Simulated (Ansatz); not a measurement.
Given:

BPt:
```
BPt
1.0
    3.68857     0.00000     0.00000
   -1.84428     3.19439     0.00000
    0.00000     0.00000     3.68194
Pt B
2 2
Direct
  0.33333   0.66667   0.25000
  0.66667   0.33333   0.75000
  0.00000   0.00000   0.00000
  0.00000   0.00000   0.50000
```

This is the PBEsol-relaxed structure. Tensor components refer to the Cartesian frame of this cell.

Problem. All from DFT-PBEsol in the program Ansatz with PAW potentials, unless another level is named. Estimate the Poisson's ratio.

Solution. 0.41.

Problem. Give the elastic constants (relaxed ions, GPa).

Solution. C11 = 373, C12 = 246, C13 = 250, C33 = 317, C44 = 53.0.

Space group P6_3/mmc (NiAs type). The workflow started from an entry of the Crystallography Open Database (COD). Whether it is the stable phase at ambient conditions was not checked. Symmetry was held in the PBEsol relaxation; of distortions, only those at the zone centre were tested. The run is not spin-polarised. As this level gives no gap, shear constants depend on the k-mesh and smearing (Fermi–Dirac, 0.1 eV here). Scalar-relativistic: spin–orbit coupling is off unless named, which matters more the heavier the elements.

Potentials: the later of the program's two PAW sets.
